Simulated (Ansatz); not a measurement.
LiC₈ in space group P6/mmm (No. 191; C on 6l, C on 2c, Li on 1b) at seven volumes, DFT-PBE+D3(BJ) in the program Ansatz with PAW potentials, shape and atoms relaxed at each. One row is withheld.

```csv
V (Å³/atom),P (GPa)
7.797,7.03
8.054,4.03
8.311,1.83
8.568,0.01
8.826,-1.38
9.083,-2.57
9.340,?
```

**Question.** Fit the shown pressures and predict the withheld one.

**Answer.** Third-order Birch–Murnaghan: P = (3/2)B₀(x^(7/2) − x^(5/2))[1 + (3/4)(B′ − 4)(x − 1)] with x = (V₀/V)^(2/3). Least squares on the six rows gives V₀ = 8.568 Å³/atom, B₀ = 53.44 GPa, B′ = 7.07. At V = 9.340, x = 0.9441 and P = -3.38 GPa. The run itself gave -3.61 GPa.

The cell is a constructed one: a structure type filled with these elements; neither database checked (COD, Materials Project) lists it. Whether it is the stable phase at ambient conditions was not checked. The PBE+D3(BJ) relaxation kept the symmetry of its start; its stability against distortions is not shown here.

Potentials: the later of the program's two PAW sets.
